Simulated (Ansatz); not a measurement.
# Pd (fcc, Cu type): energy against volume

Pd (fcc, Cu type)

```cif
data_Pd4
_chemical_formula_sum 'Pd4'
_space_group_name_H-M_alt 'Fm-3m'
_space_group_IT_number 225
_space_group_name_Hall '-F 4 2 3'
_cell_length_a 3.94259
_cell_length_b 3.94259
_cell_length_c 3.94259
_cell_angle_alpha 90.000
_cell_angle_beta 90.000
_cell_angle_gamma 90.000
loop_
_atom_site_label
_atom_site_type_symbol
_atom_site_symmetry_multiplicity
_atom_site_Wyckoff_symbol
_atom_site_fract_x
_atom_site_fract_y
_atom_site_fract_z
_atom_site_occupancy
Pd1 Pd 4 a 0.00000 0.00000 0.00000 1
```
(The calculation used a cell of 1 atom; values per cell refer to that cell.)

This relaxed cell (volume V₀) is scaled evenly in all directions, its shape held. Symmetry pins the atoms to their sites.

Level of theory: PBE (plane waves to 420 eV, PAW, scalar-relativistic; Ansatz, an electronic-structure program). k mesh 20×20×20 (Γ-centred), Fermi-Dirac smearing 0.05 eV. Energies are smeared free energies. Stress and pressure are positive under compression. Pd is run without spin polarisation. Pd was relaxed with its symmetry unable to fall. The PAW data are Ansatz's earlier set. ΔE is measured from the relaxed starting cell.

```json
[
 {"V (Å³/atom)": "13.789", "ΔE (kJ/mol of atoms)": "9.8", "P (GPa)": "23.7"},
 {"V (Å³/atom)": "14.172", "ΔE (kJ/mol of atoms)": "5.2", "P (GPa)": "16.3"},
 {"V (Å³/atom)": "14.555", "ΔE (kJ/mol of atoms)": "2.2", "P (GPa)": "9.9"},
 {"V (Å³/atom)": "14.938", "ΔE (kJ/mol of atoms)": "0.5", "P (GPa)": "4.6"},
 {"V (Å³/atom)": "15.321", "ΔE (kJ/mol of atoms)": "0.0", "P (GPa)": "0.0"},
 {"V (Å³/atom)": "15.704", "ΔE (kJ/mol of atoms)": "0.5", "P (GPa)": "-3.9"},
 {"V (Å³/atom)": "16.087", "ΔE (kJ/mol of atoms)": "1.7", "P (GPa)": "-7.2"},
 {"V (Å³/atom)": "16.470", "ΔE (kJ/mol of atoms)": "3.7", "P (GPa)": "-9.9"},
 {"V (Å³/atom)": "16.853", "ΔE (kJ/mol of atoms)": "6.3", "P (GPa)": "-12.3"}
]
```

Summary:

```yaml
pressure_at_the_smallest_volume: 23.7 GPa
energy_cost_of_the_largest_compression: 101 meV/atom
energy_cost_of_the_largest_expansion: 65 meV/atom
Bulk modulus B₀ (third-order Birch-Murnaghan fit): 168 GPa
Pressure derivative B₀′ (fit): 5.6
equilibrium_volume_of_the_fit: 15.32 Å³/atom
Pressure for 5 % compression (fit): 9.9 GPa
```

(Under strain, the slope of the energy per volume gives the stress and its curvature an elastic modulus.)
